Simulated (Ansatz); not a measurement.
Starting cell, Au (fcc, Cu type):

```yaml
crystal:
  lattice:
    - [0.00000, 4.15726, 4.15726]
    - [2.07863, 2.07863, 4.15726]
    - [2.07863, 2.07863, 0.00000]
  atoms:
    - { symbol: Au, position: [0.00000, 0.00000, 0.00000] }
    - { symbol: Au, position: [0.50000, 0.00000, 0.00000] }
```

The atoms are displaced by Q × the pattern below (from a DFPT mode at X = (0.5, 0.5, 0.0), largest move 1; Q in Å), at fixed cell. (q is in reciprocal vectors of the primitive cell; the cell shown is doubled to hold the pattern.)

```json
[
 {"atom": "Au1", "x": "0.000", "y": "0.000", "z": "-1.000"},
 {"atom": "Au2", "x": "0.000", "y": "0.000", "z": "1.000"}
]
```

Method: PBE (plane waves to 420 eV, PAW, scalar-relativistic; Ansatz, a quantum-chemistry and plane-wave program). k mesh 19×19×19 (Γ-centred), Fermi-Dirac smearing 0.05 eV. E stands for the smeared free energy. With partly filled bands, energies and forces of such displacements shift with the k mesh and the smearing. Au was relaxed with its symmetry unable to fall. Spin-orbit coupling is left out, though Au is heavy. The PAW data are Ansatz's earlier set. The zero of ΔE is the undisplaced structure.

Problem. Give the computed ΔE (meV/cell) and −dE/dQ from forces (eV/Å) at Q (Å) = -0.280, -0.233, -0.187, -0.093, -0.047, 0.140, 0.187, 0.280.

Solution. 
```json
[
 {"Q (Å)": "-0.280", "ΔE (meV/cell)": "1174", "−dE/dQ from forces (eV/Å)": "9.359"},
 {"Q (Å)": "-0.233", "ΔE (meV/cell)": "785", "−dE/dQ from forces (eV/Å)": "7.342"},
 {"Q (Å)": "-0.187", "ΔE (meV/cell)": "486", "−dE/dQ from forces (eV/Å)": "5.543"},
 {"Q (Å)": "-0.093", "ΔE (meV/cell)": "115", "−dE/dQ from forces (eV/Å)": "2.511"},
 {"Q (Å)": "-0.047", "ΔE (meV/cell)": "28", "−dE/dQ from forces (eV/Å)": "1.224"},
 {"Q (Å)": "0.140", "ΔE (meV/cell)": "265", "−dE/dQ from forces (eV/Å)": "-3.937"},
 {"Q (Å)": "0.187", "ΔE (meV/cell)": "486", "−dE/dQ from forces (eV/Å)": "-5.543"},
 {"Q (Å)": "0.280", "ΔE (meV/cell)": "1174", "−dE/dQ from forces (eV/Å)": "-9.359"}
]
```

(For displaced atoms, the force is minus the slope of the energy, and its curvature is a force constant, which sets phonon frequencies.)
